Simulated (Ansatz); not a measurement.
Values for one crystal, relaxed and computed with DFT-PBEsol in the program Ansatz with PAW potentials; other levels are named.

- Volume per atom = 16.48 Å³
- Electronic character = metallic (no gap)
- Young's modulus = 151 GPa
- Mechanical stability = stable (all eigenvalues of C positive)
- Formation energy from the elements (no fitted shifts) = -6.4 kJ/mol of atoms
- Highest zone-centre frequency = 378 cm^-1
- Pressure derivative B′ = 4.7

Problem. Which of these materials gives this?
(A) MoRu, P-6m2 (Mo on 1e, Ru on 1d)
(B) AlV, Cmmm (Al on 2a, V on 2c)
(C) Al12W, Im-3 (Al on 24g, W on 2a)
(D) AlRu, CsCl type

Solution. C, Al12W, Im-3 (Al on 24g, W on 2a)

The first step of the workflow began from a Materials Project structure, measured or hypothetical; the Crystallography Open Database copy checked does not list it. Its standing as an ambient phase is unchecked. The PBEsol relaxation kept the symmetry of its start; its stability against distortions is not shown here. No spin polarisation was allowed. As this level gives no gap, phonon frequencies hold no LO–TO term and depend on the k-mesh and smearing (Fermi–Dirac, 0.1 eV here). The references are the lowest solids computed at this level, not always the standard phases. Scalar-relativistic: spin–orbit coupling is off unless named, which matters more the heavier the elements.

Potentials: the later of the program's two PAW sets.
